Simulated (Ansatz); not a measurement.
An Ansatz (an electronic-structure program) run. Input:

Ansatz 0.2 input:
```yaml
crystal:
  lattice:
    - [3.5221303596, 0.0, 0.0]
    - [-1.7610651798, 3.0502543669, 0.0]
    - [0.0, 0.0, 5.5974661145]
  atoms:
    - { symbol: Tl, position: [0.3333333333, 0.6666666667, 0.75] }
    - { symbol: Tl, position: [0.6666666667, 0.3333333333, 0.25] }
kpoints:
  mp_grid: { grid: [28, 28, 15] }
hamiltonian:
  xc: r2scan
  pseudopotentials: { kind: paw }
scf:
  occupations: { method: fermi_dirac, width: 0.1 }
elastic: { mode: relaxed_ion, stencil: two_point, amplitude: 0.005, f_tol: 0.0005 }
```

Output (shortened):

```
Pseudopotential: Tl, paw, valence charge 13
Functional definition: r2SCAN
Crystal: 2 atoms, lattice volume = 60.136 Å³
Basis set: ecut = 500 eV, 1509 PW (Γ), exchange–correlation on 108×108×180 points (64 copies of the dense FFT grid, shifted against one another)
Bands: 17, of which v1, the nominal top of the filled ones, is band 13 counted from 1 (12 counted from 0)
Symmetry: 24 space group operations
Space group: P63/mmc (ITA 194), of the structure as read, at distance tolerance 3.9e-5 Å
k-points: 640 of 11760
SCF 1 converged in 11 iterations: F = -22917.185734 eV  dr2 = 2.90e-14
Crystal: 2 atoms, lattice volume = 60.136 Å³
SCF 2 converged in 2 iterations: F = -22917.185734 eV  dr2 = 1.78e-14
Crystal: 2 atoms, lattice volume = 59.835 Å³
Basis set: ecut = 500 eV, 1501 PW (Γ), exchange–correlation on 108×108×180 points (64 copies of the dense FFT grid, shifted against one another)
Symmetry: 8 space group operations
k-points: 1688 of 11760
SCF 3 converged in 12 iterations: F = -22917.185258 eV  dr2 = 9.29e-15
relax step   1: F+E_penalty+E_count = -22917.18525798 eV  Δ(F+E_penalty+E_count) = +0.000e0 eV  max|allowed force component| = 3.278e-3 eV/Å  Δτ_max = 0.0000 Å  (12 SCF iters, accepted)
Crystal: 2 atoms, lattice volume = 59.835 Å³
SCF 4 converged in 11 iterations: F = -22917.185267 eV  dr2 = 6.67e-15
relax step   2: F+E_penalty+E_count = -22917.18526695 eV  Δ(F+E_penalty+E_count) = -8.969e-6 eV  max|allowed force component| = 2.331e-3 eV/Å  Δτ_max = 0.0016 Å  (11 SCF iters, accepted)
Crystal: 2 atoms, lattice volume = 59.835 Å³
SCF 5 converged in 12 iterations: F = -22917.185276 eV  dr2 = 1.12e-14
relax step   3: F+E_penalty+E_count = -22917.18527607 eV  Δ(F+E_penalty+E_count) = -9.121e-6 eV  max|allowed force component| = 1.907e-5 eV/Å  Δτ_max = 0.0039 Å  (12 SCF iters, accepted)
Crystal: 2 atoms, lattice volume = 59.835 Å³
SCF 6 converged in 2 iterations: F = -22917.185276 eV  dr2 = 5.70e-15
Crystal: 2 atoms, lattice volume = 60.436 Å³
Basis set: ecut = 500 eV, 1521 PW (Γ), exchange–correlation on 108×108×180 points (64 copies of the dense FFT grid, shifted against one another)
SCF 7 converged in 12 iterations: F = -22917.185841 eV  dr2 = 1.03e-14
relax step   1: F+E_penalty+E_count = -22917.18584138 eV  Δ(F+E_penalty+E_count) = +0.000e0 eV  max|allowed force component| = 3.163e-3 eV/Å  Δτ_max = 0.0000 Å  (12 SCF iters, accepted)
Crystal: 2 atoms, lattice volume = 60.436 Å³
SCF 8 converged in 12 iterations: F = -22917.185858 eV  dr2 = 1.10e-14
relax step   2: F+E_penalty+E_count = -22917.18585848 eV  Δ(F+E_penalty+E_count) = -1.710e-5 eV  max|allowed force component| = 7.185e-5 eV/Å  Δτ_max = 0.0053 Å  (12 SCF iters, accepted)
Crystal: 2 atoms, lattice volume = 60.436 Å³
SCF 9 converged in 2 iterations: F = -22917.185858 eV  dr2 = 4.67e-15
Crystal: 2 atoms, lattice volume = 59.835 Å³
Basis set: ecut = 500 eV, 1497 PW (Γ), exchange–correlation on 108×108×180 points (64 copies of the dense FFT grid, shifted against one another)
SCF 10 converged in 11 iterations: F = -22917.185773 eV  dr2 = 1.49e-14
Crystal: 2 atoms, lattice volume = 60.436 Å³
Basis set: ecut = 500 eV, 1545 PW (Γ), exchange–correlation on 108×108×180 points (64 copies of the dense FFT grid, shifted against one another)
SCF 11 converged in 9 iterations: F = -22917.185250 eV  dr2 = 1.64e-14
Crystal: 2 atoms, lattice volume = 60.135 Å³
Basis set: ecut = 500 eV, 1513 PW (Γ), exchange–correlation on 108×108×180 points (64 copies of the dense FFT grid, shifted against one another)
Symmetry: 4 space group operations
k-points: 3053 of 11760
SCF 12 converged in 10 iterations: F = -22917.185702 eV  dr2 = 1.28e-14
relax step   1: F+E_penalty+E_count = -22917.18570158 eV  Δ(F+E_penalty+E_count) = +0.000e0 eV  max|allowed force component| = 2.589e-5 eV/Å  Δτ_max = 0.0000 Å  (10 SCF iters, accepted)
Crystal: 2 atoms, lattice volume = 60.135 Å³
SCF 13 converged in 2 iterations: F = -22917.185702 eV  dr2 = 6.92e-15
Crystal: 2 atoms, lattice volume = 60.135 Å³
SCF 14 converged in 10 iterations: F = -22917.185702 eV  dr2 = 1.29e-14
relax step   1: F+E_penalty+E_count = -22917.18570158 eV  Δ(F+E_penalty+E_count) = +0.000e0 eV  max|allowed force component| = 2.589e-5 eV/Å  Δτ_max = 0.0000 Å  (10 SCF iters, accepted)
Crystal: 2 atoms, lattice volume = 60.135 Å³
SCF 15 converged in 2 iterations: F = -22917.185702 eV  dr2 = 6.97e-15
SCF converged after 2 iterations
Free energy (F): -22917.185734 eV
Harris-Foulkes:  -22917.185734 eV  (|F-HF|=7.28e-12)
Internal energy: -22917.157094 eV  (E = F + TS)
E sigma→0 (E₀):  -22917.171414 eV
Entropy (-TS):   -0.028640 eV (-14.320 meV/atom)
Fermi energy:    9.722036 eV
--- Per-component energies (eV) ---
  E_band       = -14.693948
  E_kinetic    = 668.393014
  E_local      = -1813.873790  (includes V_loc(G=0)·N_el)
  E_nonlocal   = 634.598401
  E_hartree    = 671.992019
  E_xc         = -437.069418
  E_vxc        = -313.207177  (∫ρ·V_xc dr)
  E_paw        = -20383.263407  (= ΣΔE_a)
  E_vpaw       = -558.723716  (= ΣTr[D̂ρ^β])
  E_aug_tail   = 0.000035  (compensation charges beyond the density's cutoff)
  E_vtau       = 24.135248  (kinetic-family band-sum trace: ∫τ·v_τ [+ j·A + Jᵃ·Aᵃ] dr)
  E_ewald      = -2260.013469
  E_core_change = 2.079522  (= ΣΔE_core)
  E_smearing   = -0.028640  (= −TS)
  E_closure    = 0.000000  (closes the sum)
  Σ components = -22917.185734   (vs F -22917.185734, Δ=0.00e0)
--- Forces (eV/Å), atoms counted from 1 ---
  atom   1  Tl     0.00000000     0.00000000     0.00000000
  atom   2  Tl     0.00000000     0.00000000     0.00000000
  max |Σ_I F_I| component: 9.25e-18 eV/Å
--- Stress (GPa, compression-positive) ---
        0.153820       0.000000       0.000000
        0.000000       0.153820       0.000000
        0.000000       0.000000      -0.140704
  P = ⅓ Tr σ = 0.0556 GPa (0.556 kbar)
--- Band table (eV; the first three rows and the last of 640) ---
  k-point 0: bands = ["-2.6293", "-2.4408", "-2.4299", "-2.4299", "-2.3818", "-2.3818", "-2.3320", "-2.3320", "-2.0159", "-2.0159", "-0.4312", "4.3421", "7.0039", "17.4722", "17.4722", "19.5362", "19.5362"]
  k-point 1: bands = ["-2.6266", "-2.4413", "-2.4357", "-2.4357", "-2.3843", "-2.3843", "-2.3222", "-2.3222", "-2.0174", "-2.0174", "-0.4069", "4.1461", "7.2489", "17.4919", "17.4919", "19.5130", "19.5130"]
  k-point 2: bands = ["-2.6184", "-2.4480", "-2.4480", "-2.4434", "-2.3914", "-2.3914", "-2.2981", "-2.2981", "-2.0219", "-2.0219", "-0.3337", "3.6947", "7.8468", "17.5506", "17.5506", "19.3547", "19.4439"]
  k-point 639: bands = ["-2.5807", "-2.5799", "-2.4011", "-2.3442", "-2.2772", "-2.2731", "-2.2304", "-2.2270", "-2.0072", "-2.0036", "5.2094", "5.2600", "8.7983", "8.8437", "9.8824", "10.2408", "17.1771"]
--- Elastic constants: 3 strain directions × 2 members + reference (group order 24) ---
  dense FFT box of the reference and of every strained cell: 27×27×45
  strains applied: 11, 33, 23; error gains …
  C = ∂σ_k/∂η_j (tension-positive GPa; Voigt order 11 22 33 23 13 12):
        35.594     30.309     27.538      0.000      0.000      0.000
        30.309     35.594     27.538      0.000      0.000      0.000
        27.258     27.258     47.470      0.000      0.000      0.000
         0.000      0.000      0.000      6.973      0.000      0.000
         0.000      0.000      0.000      0.000      6.973      0.000
         0.000      0.000      0.000      0.000      0.000      2.642
  reference stress σ⁰ (GPa):     -0.154     -0.154      0.141      0.000      0.000      0.000
  moduli (Voigt/Reuss/Hill, GPa): K = 32.10/31.75/31.92   G = 5.55/4.30/4.93   E = 14.06   ν = 0.427
  mechanically stable: yes (min eigenvalue of sym C = 2.64 GPa)
  strain η (Voigt 11):  stress-route row diagonal C_11 = 35.59 GPa, energy-path curvature d²(F+E_count+ΔE)/dδ²/Ω₀ = 35.59 GPa
         δ    σ_11 (GPa)             F (eV)   n_scf  n_hpsi   n_pw
    -5.000e-3      -0.3357      -22917.1852761       2  291577   1546   relax 3 steps, max|allowed force component| 1.91e-5 eV/Å
     5.000e-3       0.0202      -22917.1858585       2  292796   1563   relax 2 steps, max|allowed force component| 7.19e-5 eV/Å
  strain η (Voigt 33):  stress-route row diagonal C_33 = 47.47 GPa, energy-path curvature d²(F+E_count+ΔE)/dδ²/Ω₀ = 47.45 GPa
         δ    σ_33 (GPa)             F (eV)   n_scf  n_hpsi   n_pw
    -5.000e-3      -0.1011      -22917.1857730      11  262057   1546   relax 0 steps, max|allowed force component| 5.78e-17 eV/Å
     5.000e-3       0.3736      -22917.1852504       9  235537   1560   relax 0 steps, max|allowed force component| 7.40e-17 eV/Å
  strain η (Voigt 23):  stress-route row diagonal C_44 = 6.97 GPa, energy-path curvature d²(F+E_count+ΔE)/dδ²/Ω₀ = 6.98 GPa
         δ    σ_23 (GPa)             F (eV)   n_scf  n_hpsi   n_pw
    -5.000e-3      -0.0349      -22917.1857016       2  525243   1557   relax 1 steps, max|allowed force component| 2.59e-5 eV/Å
     5.000e-3       0.0349      -22917.1857016       2  524897   1557   relax 1 steps, max|allowed force component| 2.59e-5 eV/Å
```

Cost: around 60 core-minutes (rough) on shared cores.

Space group P6_3/mmc (hcp (Mg type)). Symmetry was held in the r²SCAN relaxation; of distortions, only those at the zone centre were tested. As this level gives no gap, shear constants depend on the k-mesh and smearing (Fermi–Dirac, 0.1 eV here). Axis ratios of metals converge slowly with the k-mesh, so a and c are less sure than the volume. Spin–orbit coupling is left out wherever it is not named.

Potentials: the later of the program's two PAW sets.

Ansatz is a plane-wave DFT program.
